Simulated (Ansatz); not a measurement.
**TiO2 with phosphorus replacing Ti: gradients before and after relaxing the atoms**

Start: a supercell of TiO2 (rutile type, P4_2/mnm) built from an entry of the Crystallography Open Database (COD), with all atoms left at the host's positions.

Space group Pmmm (No. 47); a = 6.4944, b = 6.4944, c = 8.8722 Å.

```csv
site,Wyckoff,site symmetry,x,y,z
P,1a,mmm,0.0000,0.0000,0.0000
Ti2,2q,mm2,0.0000,0.0000,0.3333
Ti4,1f,mmm,0.5000,0.5000,0.0000
Ti5,2t,mm2,0.5000,0.5000,0.3333
Ti7,2s,mm2,0.5000,0.0000,0.1667
Ti8,1d,mmm,0.5000,0.0000,0.5000
Ti10,2r,mm2,0.0000,0.5000,0.1667
Ti11,1g,mmm,0.0000,0.5000,0.5000
O13,2i,2mm,0.3050,0.0000,0.0000
O14,4w,.m.,0.3050,0.0000,0.3333
O16,2k,2mm,0.8050,0.5000,0.0000
O17,4x,.m.,0.8050,0.5000,0.3333
O19,4v,m..,0.5000,0.3050,0.1667
O20,2p,m2m,0.5000,0.3050,0.5000
O22,4u,m..,0.0000,0.8050,0.1667
O23,2n,m2m,0.0000,0.8050,0.5000
```

One atom of each set is listed.

Method: Kohn–Sham DFT in Ansatz, PBE, plane waves and PAW, scalar-relativistic, 420 eV cutoff, Γ-centred 3×3×2 k-points, Fermi–Dirac smearing 0.01 eV, cell charge +1.

The largest force at the start is 3.5 eV/Å. Relaxing the ions at fixed cell moves them by 0.236 Å at most (atom 24, O) and 0.084 Å rms.

```csv
site,moved (Å),first shell before,first shell after,V_zz before (10²¹ V/m²),η before
P,0.000,6 O at 1.95–1.98 Å,6 O at 1.72–1.88 Å,1.26,0.92
Ti2,0.011,6 O at 1.95–1.98 Å,6 O at 1.95–2.04 Å,-2.39,0.50
Ti4,0.000,6 O at 1.95–1.98 Å,6 O at 1.95–1.97 Å,-2.40,0.37
Ti7,0.008,6 O at 1.95–1.98 Å,6 O at 1.95–2.01 Å,-1.26,0.52
Ti8,0.000,6 O at 1.95–1.98 Å,6 O at 1.97 Å,-1.89,0.01
Ti10,0.040,6 O at 1.95–1.98 Å,6 O at 1.92–2.09 Å,-2.91,0.87
Ti11,0.000,6 O at 1.95–1.98 Å,6 O at 1.96–1.99 Å,-2.49,0.66
O13,0.105,"2 Ti at 1.95 Å, 1 P at 1.98 Å","1 P at 1.88 Å, 2 Ti at 2.01 Å",12.90,0.29
O14,0.020,3 Ti at 1.95–1.98 Å,3 Ti at 1.95–1.97 Å,-2.66,0.93
O16,0.006,3 Ti at 1.95–1.98 Å,3 Ti at 1.92–1.97 Å,1.98,0.53
O19,0.007,3 Ti at 1.95–1.98 Å,3 Ti at 1.95–1.97 Å,2.33,0.90
O22,0.236,"2 Ti at 1.95–1.98 Å, 1 P at 1.95 Å","1 P at 1.72 Å, 2 Ti at 2.04–2.09 Å",12.86,0.42
```

Task: How do the gradients change?

Result: 

```tsv
site	V_zz after	η after	change of V_zz
P	4.45	0.05	+3.19
Ti2	4.79	0.11	–
Ti4	-2.18	0.37	+0.22
Ti7	-0.64	0.30	–
Ti8	1.44	0.69	–
Ti10	7.23	0.42	–
Ti11	-2.93	0.20	-0.44
O13	10.06	0.40	-2.84
O14	2.53	0.99	–
O16	2.29	0.70	+0.31
O19	-2.30	1.00	–
O22	10.06	0.60	-2.80
```

The largest change of V_zz along a kept axis is on P, from 1.26 to 4.45. Where |V_zz| stays above 0.1 and the axes keep their order, η moves most on P, from 0.92 to 0.05. On Ti10, O14, Ti2, O19, Ti8, Ti7 the largest principal value lies along another axis in the second run, so the two V_zz can't be compared directly. The table leaves out 4 of the 16 sites, with |V_zz| up to 3.30; their tensors move by 0.50 at most along any direction. The statements above cover all sites. The host's own positions weren't relaxed first, so part of the change far from the defect can be the host's relaxation.

The defect repeats with the cell of 36 atoms, so it feels its images: sites between two images don't show the values beside a lone defect, and zeros or small values of η there can come from the images' arrangement. O and Ti carry a gradient in the pure host already, so the values there aren't the defect's effect alone. A uniform background compensates the cell's charge.
Before: The neighbours have not yet relaxed around the defect (largest force 3.5 eV/Å), so the values at and beside it are those of a strained start, not of the defect in a real crystal.
After: The relaxation keeps the site symmetry mmm of the start, so the impurity can't leave its site; a start off the site could end lower.
